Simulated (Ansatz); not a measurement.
Here is the system:

ZrTa:
```cif
data_Ta2Zr2
_chemical_formula_sum 'Ta2 Zr2'
_space_group_name_H-M_alt 'Pmma'
_space_group_IT_number 51
_space_group_name_Hall '-P 2a 2a'
_cell_length_a 4.65665
_cell_length_b 3.56978
_cell_length_c 4.97092
_cell_angle_alpha 90.000
_cell_angle_beta 90.000
_cell_angle_gamma 90.000
loop_
_atom_site_label
_atom_site_type_symbol
_atom_site_symmetry_multiplicity
_atom_site_Wyckoff_symbol
_atom_site_fract_x
_atom_site_fract_y
_atom_site_fract_z
_atom_site_occupancy
Ta1 Ta 2 e 0.75000 0.00000 0.18710 1
Zr1 Zr 2 f 0.25000 0.50000 0.27871 1
```

This is the r²SCAN-relaxed structure.

Q: All from r²SCAN in the plane-wave PAW code Ansatz, unless another level is named. Estimate the density of states at the Fermi level.

A: 1.0 states/eV per atom (mean over ±0.08 eV).

Q: Give the formation energy from the elements (no fitted shifts).

A: 0.17 eV/atom.

Q: Next, the gap with spin–orbit coupling?

A: none (metallic).

The start of the workflow was typed in or built on a structure type; neither database checked (COD, Materials Project) lists it. Its standing as an ambient phase is unchecked. The cell was relaxed with r²SCAN under the symmetry of its start; whether a distortion lowers the energy is not shown. The run is not spin-polarised. Its formation energy is positive at this level, so the cell may be metastable or incomplete. The references are the lowest solids computed at this level, not always the standard phases. Spin–orbit coupling is left out wherever it is not named.

Potentials: the earlier of the program's two PAW sets.
